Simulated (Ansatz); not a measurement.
Relaxed LiCl (rock salt):

```yaml
crystal:
  lattice:
    - [0.00000, 5.11228, 5.11228]
    - [2.55614, 2.55614, 5.11228]
    - [2.55614, 2.55614, 0.00000]
  atoms:
    - { symbol: Cl, position: [0.00000, 0.00000, 0.00000] }
    - { symbol: Cl, position: [0.50000, 0.00000, 0.00000] }
    - { symbol: Li, position: [0.00000, 0.50000, 0.50000] }
    - { symbol: Li, position: [0.50000, 0.50000, 0.50000] }
```

A phonon eigenvector at X = (0.5, 0.5, 0.0) is frozen into this cell: atom i moves by Q times the vector below, so Q is the largest atomic displacement, in Å. The cell is held. (q is in reciprocal vectors of the primitive cell; the cell shown is doubled to hold the pattern.)

```
atom      x      y       z
----  -----  -----  ------
Cl1   0.000  0.000  -0.087
Cl2   0.000  0.000   0.087
Li3   0.000  0.000   1.000
Li4   0.000  0.000  -1.000
```

Method: r2SCAN (plane waves to 500 eV, PAW, scalar-relativistic; Ansatz, a quantum-chemistry and plane-wave program). k mesh 11×11×11 (Γ-centred), Fermi-Dirac smearing 0.05 eV. Energies are smeared free energies. LiCl was relaxed with its symmetry unable to fall. The zero of ΔE is the undisplaced structure.

| Q (Å) | ΔE (meV/cell) |
|---|---|
| -0.2800 | 143.7 |
| -0.2333 | withheld |
| -0.1867 | 56.4 |
| -0.1400 | 30.3 |
| -0.0933 | 13.0 |
| -0.0467 | 3.2 |
| 0.0000 | 0.0 |
| 0.0467 | 3.2 |
| 0.0933 | 13.0 |
| 0.1400 | 30.3 |
| 0.1867 | 56.4 |
| 0.2333 | withheld |
| 0.2800 | 143.7 |

Task: Fit an even polynomial form (powers 2, 4) to the given rows and predict ΔE at Q = 0.2333.

Result: Least squares on the 11 given rows: ΔE = (1448)·Q² + (4909)·Q⁴, in meV/cell with Q in Å; root-mean-square residual 0.02 meV/cell. At 0.2333 the fit gives 93.4 meV/cell; the calculation gives 93.3 meV/cell, so the interpolation is off by 0.1 (+0.1 %). The quadratic term alone would give 78.8 meV/cell.

(A displaced cell: forces are minus the slopes of the energy, force constants its curvatures, and phonons follow from these.)
